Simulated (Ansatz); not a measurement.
Si₂Mo:
```cif
data_MoSi2
_chemical_formula_sum 'Mo1 Si2'
_space_group_name_H-M_alt 'P 1'
_space_group_IT_number 1
_cell_length_a 4.51752
_cell_length_b 4.51752
_cell_length_c 4.51752
_cell_angle_alpha 138.492
_cell_angle_beta 138.492
_cell_angle_gamma 60.150
loop_
_space_group_symop_operation_xyz
  'x, y, z'
loop_
_atom_site_label
_atom_site_type_symbol
_atom_site_fract_x
_atom_site_fract_y
_atom_site_fract_z
_atom_site_occupancy
Mo1 Mo 0.00000 0.00000 0.00000 1
Si1 Si 0.33527 0.33527 0.00000 1
Si2 Si 0.66473 0.66473 0.00000 1
```

Relaxed with r²SCAN.

Question: Decompose the optical modes at the zone centre into irreducible representations, and say which are infrared and Raman allowed.

Answer: Point group 4/mmm: Γ_opt = A1g + A2u + Eg + Eu. Infrared: A2u, Eu. Raman: A1g, Eg.

Question: Assign frequencies (DFPT, DFT-r²SCAN in the program Ansatz with PAW potentials).

Answer: Eu 279, A2u 324, Eg 331, A1g 441 cm⁻¹.

Space group I4/mmm (MoSi2 or CaC2 type). The cell was relaxed with r²SCAN under the symmetry of its start; of distortions, only those at the zone centre were tested. The run is not spin-polarised. As this level gives no gap, phonon frequencies hold no LO–TO term and depend on the k-mesh and smearing (Fermi–Dirac, 0.1 eV here).

Potentials: the later of the program's two PAW sets.
